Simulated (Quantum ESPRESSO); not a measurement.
pw.x input (Quantum ESPRESSO 7.5; LDA, PseudoDojo standard norm-conserving files, scalar-relativistic):

```
&CONTROL
  calculation = 'scf'
  pseudo_dir = './pseudo'
  outdir = './out'
  tprnfor = .true.
  tstress = .true.
/
&SYSTEM
  ibrav = 0
  nat = 12
  ntyp = 4
  ecutwfc = 88.0
  ecutrho = 352.0
  occupations = 'smearing'
  smearing = 'fd'
  degauss = 0.002
  nbnd = 57
/
&ELECTRONS
  conv_thr = 1.2e-09
/
ATOMIC_SPECIES
O 15.9990 O.upf
Na 22.9898 Na.upf
Ti 47.8670 Ti.upf
Cs 132.9055 Cs.upf
CELL_PARAMETERS angstrom
  3.037605000000  -5.697205000000   0.000000000000
  3.037605000000   5.697205000000   0.000000000000
  0.000000000000   0.000000000000   5.671140000000
ATOMIC_POSITIONS crystal
O   0.795770000000   0.204230000000   0.250000000000
O   0.204230000000   0.795770000000   0.750000000000
O   0.210720000000   0.210720000000   0.000000000000
O   0.789280000000   0.789280000000   0.000000000000
O   0.789280000000   0.789280000000   0.500000000000
O   0.210720000000   0.210720000000   0.500000000000
Na   0.573820000000   0.426180000000   0.250000000000
Na   0.426180000000   0.573820000000   0.750000000000
Ti   0.951130000000   0.048870000000   0.250000000000
Ti   0.048870000000   0.951130000000   0.750000000000
Cs   0.732340000000   0.267660000000   0.750000000000
Cs   0.267660000000   0.732340000000   0.250000000000
K_POINTS automatic
6 6 6 0 0 0
```

End of the output:

```

[...]
     the Fermi energy is     6.4310 ev
!    total energy              =    -712.92963278 Ry
     estimated scf accuracy    <          1.2E-11 Ry
     smearing contrib. (-TS)   =      -0.00000000 Ry
     internal energy E=F+TS    =    -712.92963278 Ry
     The total energy is F=E-TS. E is the sum of the following terms:
     one-electron contribution =    -390.14409335 Ry
     hartree contribution      =     235.51632213 Ry
     xc contribution           =    -138.22404614 Ry
     ewald contribution        =    -420.07781542 Ry
     convergence has been achieved in  15 iterations
     Forces acting on atoms (cartesian axes, Ry/au):
     atom    1 type  1   force =     0.00000000   -0.02879048    0.00000000
     atom    2 type  1   force =     0.00000000    0.02879048    0.00000000
     atom    3 type  1   force =    -0.02159386    0.00000000    0.00000000
     atom    4 type  1   force =     0.02159386    0.00000000    0.00000000
     atom    5 type  1   force =     0.02159386    0.00000000   -0.00000000
     atom    6 type  1   force =    -0.02159386    0.00000000    0.00000000
     atom    7 type  2   force =     0.00000000    0.00370775    0.00000000
     atom    8 type  2   force =     0.00000000   -0.00370775    0.00000000
     atom    9 type  3   force =    -0.00000000    0.00799626    0.00000000
     atom   10 type  3   force =     0.00000000   -0.00799626    0.00000000
     atom   11 type  4   force =     0.00000000   -0.00148244    0.00000000
     atom   12 type  4   force =     0.00000000    0.00148244   -0.00000000
     Total force =     0.060686     Total SCF correction =     0.000006
     Computing stress (Cartesian axis) and pressure
          total   stress  (Ry/bohr**3)                   (kbar)     P=      -73.34
  -0.00050075   0.00000000   0.00000000          -73.66        0.00        0.00
   0.00000000  -0.00045214   0.00000000            0.00      -66.51        0.00
   0.00000000   0.00000000  -0.00054283            0.00        0.00      -79.85
```
In a gapped system the printed Fermi energy is only some level inside the gap.

Geometry of the Materials Project entry, not relaxed at this level.
